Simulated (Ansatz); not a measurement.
W:
```yaml
crystal:
  lattice:
    - [0.00000, 3.67467, 3.67467]
    - [3.67467, 0.00000, 3.67467]
    - [3.67467, 3.67467, 0.00000]
  atoms:
    - { symbol: W, position: [0.75000, 0.75000, 0.75000] }
    - { symbol: W, position: [0.50000, 0.50000, 0.50000] }
    - { symbol: W, position: [0.12500, 0.62500, 0.12500] }
    - { symbol: W, position: [0.12500, 0.12500, 0.12500] }
    - { symbol: W, position: [0.62500, 0.12500, 0.12500] }
    - { symbol: W, position: [0.12500, 0.12500, 0.62500] }
```

Relaxed with r²SCAN. Special points in fractions of this cell's reciprocal vectors: Γ (0.000, 0.000, 0.000); X (0.500, 0.000, 0.500); U (0.625, 0.250, 0.625); K (0.375, 0.375, 0.750); L (0.500, 0.500, 0.500); W (0.500, 0.250, 0.750).

Question: List the band energies nearest the Fermi level at these points for the program Ansatz at the r²SCAN with spin–orbit coupling level (PAW).

Answer: In eV from the Fermi level; about four levels below and three above (degenerate sets whole), none deeper than 8.9 eV; points with the same levels are listed once.

```json
[
 {"k": "Γ", "below": "-0.42 -0.42 -0.42 -0.42", "above": "0.23 0.23 0.74 0.74 0.74 0.74"},
 {"k": "X", "below": "-0.91 -0.91 -0.91 -0.91", "above": "0.42 0.42 0.42 0.42"},
 {"k": "U", "below": "-1.22 -1.22 -0.39 -0.39", "above": "0.10 0.10 0.52 0.52"},
 {"k": "L", "below": "-0.46 -0.46 -0.29 -0.29", "above": "0.38 0.38 0.78 0.78"},
 {"k": "W", "below": "-1.20 -1.20 -1.01 -1.01", "above": "0.27 0.27 0.84 0.84"}
]
```

Space group Fd-3m. The start of the workflow was typed in or built on a structure type; neither database checked (COD, Materials Project) lists it. It is not the phase usual at ambient conditions (space group No. 229). The r²SCAN relaxation kept the symmetry of its start; its stability against distortions is not shown here. No spin polarisation was allowed.

Potentials: the earlier of the program's two PAW sets.
